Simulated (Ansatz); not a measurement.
The relaxed structure here is a generated cell of Al2O3: the first start was made by placing the elements on the sites of a structure type, and the end was not matched to a known phase here, so it may be hypothetical. Known forms of Al2O3 include space group No. 167.

A relaxed structure of Al₂O₃. Space group P-42₁m (No. 113). Level of theory: PBE (plane waves to 420 eV, PAW, scalar-relativistic; Ansatz, an electronic-structure program).

```xyz
10
Lattice="5.3948 0.0000 0.0000 0.0000 5.3948 0.0000 0.0000 0.0000 3.1486" Properties=species:S:1:pos:R:3 pbc="T T T"
O      0.0000     0.0000     0.0000
O      2.6974     2.6974     0.0000
O      1.8908     4.5882     1.0889
O      0.8066     1.8908     2.0597
O      4.5882     3.5040     2.0597
O      3.5040     0.8066     1.0889
Al     1.1046     3.8020     2.5273
Al     1.5928     1.1046     0.6213
Al     3.8020     4.2902     0.6213
Al     4.2902     1.5928     2.5273
```

```json
{
 "volume_per_atom": "9.16 Å³",
 "band_gap": "1.91 eV, indirect (valence top at Z, conduction bottom at Γ) (no spin-orbit coupling)",
 "smallest_direct_gap": "2.39 eV at Γ",
 "shortest_distances": "Al–O 1.82 Å; O–O 2.28 Å; Al–Al 3.01 Å",
 "k-mesh": "6×6×10"
}
```

Band energies at high-symmetry points (eV from the VBM; labels of this space group; no spin-orbit coupling), from −5 eV up to 6.9 eV:

```tsv
point	energies
Γ	-4.17 -4.17 -4.01 -3.63 -3.50 -3.19 -2.99 -2.99 -1.45 -1.45 -0.91 -0.71 -0.71 -0.48 1.91 4.24
X	-4.86 -4.86 -3.96 -3.96 -3.59 -3.59 -2.83 -2.83 -1.31 -1.31 -1.01 -1.01 -0.62 -0.62 4.01 4.01 6.81 6.81
M	-4.55 -4.55 -3.24 -3.24 -2.40 -2.40 -2.18 -2.18 -0.69 -0.69 -0.39 -0.39 4.68 4.68 6.07 6.07
Z	-4.65 -3.55 -3.55 -2.34 -2.18 -1.64 -1.64 -0.43 -0.43 0.00 4.02 6.02
R	-4.68 -4.68 -3.81 -3.81 -2.77 -2.77 -2.08 -2.08 -1.17 -1.17 -0.41 -0.41 5.27 5.27 6.33 6.33
A	-4.58 -4.58 -4.45 -4.45 -2.27 -2.27 -1.70 -1.70 -1.37 -1.37 -1.04 -1.04 5.36 5.36 5.80 5.80
```

No spin polarisation in the result.

The run could not lose the symmetry of its start, so the end can be a saddle point.

It was reached from a disturbed copy of a P4/mbm (No. 127) cell, against which it lies -275 meV/atom.
